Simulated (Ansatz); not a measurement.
## Does relaxation matter for the field gradients of BAs with Se replacing As?

Start: a supercell of BAs (zinc blende type, F-43m) built from an entry of the Crystallography Open Database (COD), with all atoms left at the host's positions.

Space group F-43m (No. 216); a = 14.3310 Å.

| site | Wyckoff | site symmetry | x | y | z |
| --- | --- | --- | --- | --- | --- |
| B1 | 16e | .3m | 0.4167 | 0.0833 | 0.4167 |
| B3 | 24g | 2.mm | 0.7500 | 0.0833 | 0.7500 |
| B5 | 48h | ..m | 0.7500 | 0.9167 | 0.5833 |
| B14 | 4d | -43m | 0.7500 | 0.7500 | 0.7500 |
| B18 | 16e | .3m | 0.0833 | 0.5833 | 0.9167 |
| Se | 4a | -43m | 0.5000 | 0.0000 | 0.5000 |
| As29 | 48h | ..m | 0.6667 | 0.0000 | 0.6667 |
| As32 | 16e | .3m | 0.8333 | 0.8333 | 0.6667 |
| As36 | 16e | .3m | 0.1667 | 0.6667 | 0.8333 |
| As42 | 24f | 2.mm | 0.0000 | 0.6667 | 0.0000 |

One atom of each set is listed; the run and its k-mesh use a cell of 54 atoms with edges of 10.13, 10.13, 10.13 Å.

All values are calculated (Ansatz; DFT, PBE, plane waves and PAW, scalar-relativistic, collinear spin, 420 eV cutoff, Γ-centred 2×2×2 k-points, Fermi–Dirac smearing 0.01 eV), not measured. Start moments as typed (μB): 1 on each Se, none on the rest.

The largest force at the start is 0.60 eV/Å. Relaxing the ions at fixed cell moves them by 0.047 Å at most (atom 2, B) and 0.015 Å rms.

```json
{"site": "B1", "moved (Å)": "0.047", "first shell before": "1 Se at 2.07 Å, 3 As at 2.07 Å", "first shell after": "3 As at 2.07 Å, 1 Se at 2.12 Å", "V_zz before (10²¹ V/m²)": "1.05", "η before": "0.00"}
{"site": "B3", "moved (Å)": "0.009", "first shell before": "4 As at 2.07 Å", "first shell after": "4 As at 2.06–2.07 Å", "V_zz before (10²¹ V/m²)": "0.13", "η before": "0.68"}
{"site": "B5", "moved (Å)": "0.004", "first shell before": "4 As at 2.07 Å", "first shell after": "4 As at 2.06–2.07 Å", "V_zz before (10²¹ V/m²)": "-0.051", "η before": "1.00"}
{"site": "Se", "moved (Å)": "0.000", "first shell before": "4 B at 2.07 Å", "first shell after": "4 B at 2.12 Å", "V_zz before (10²¹ V/m²)": "0.00", "η before": "–"}
{"site": "As29", "moved (Å)": "0.013", "first shell before": "4 B at 2.07 Å", "first shell after": "4 B at 2.06–2.07 Å", "V_zz before (10²¹ V/m²)": "2.50", "η before": "0.05"}
{"site": "As32", "moved (Å)": "0.001", "first shell before": "4 B at 2.07 Å", "first shell after": "4 B at 2.07 Å", "V_zz before (10²¹ V/m²)": "-0.57", "η before": "0.00"}
{"site": "As36", "moved (Å)": "0.001", "first shell before": "4 B at 2.07 Å", "first shell after": "4 B at 2.06–2.07 Å", "V_zz before (10²¹ V/m²)": "-0.43", "η before": "0.00"}
{"site": "As42", "moved (Å)": "0.003", "first shell before": "4 B at 2.07 Å", "first shell after": "4 B at 2.07 Å", "V_zz before (10²¹ V/m²)": "-0.30", "η before": "0.21"}
```

(1) How do the gradients change?

## Answers

(1) 

```csv
site,V_zz after,η after,change of V_zz
B1,1.18,0.00,+0.13
B3,0.11,0.88,-0.02
B5,-0.054,0.84,0.00
Se,0.00,–,0.00
As29,2.18,0.05,-0.32
As32,-0.49,0.00,+0.08
As36,-0.15,0.00,+0.28
As42,-0.37,0.31,-0.07
```

The largest change of V_zz is on As29, from 2.50 to 2.18. In per cent, |V_zz| changes by -13 on As (all sites that start above 2). Where |V_zz| stays above 0.1, η moves most on B3, from 0.68 to 0.88. Other sites with |V_zz| of 0.02 or less aren't listed.

The defect repeats with the cell of 54 atoms, so it feels its images: sites between two images don't show the values beside a lone defect, and zeros or small values of η there can come from the images' arrangement. The defect cell has no gap above 0.1 eV on its mesh, so the values can hang on the smearing and the k-mesh. The start moments die out, and the run ends without spin.
Before: The neighbours have not yet relaxed around the defect (largest force 0.60 eV/Å), so a real crystal will differ.
After: The relaxation keeps the site symmetry -43m of the start, so the impurity can't leave its site; a distortion that would localise the partly filled state isn't explored.
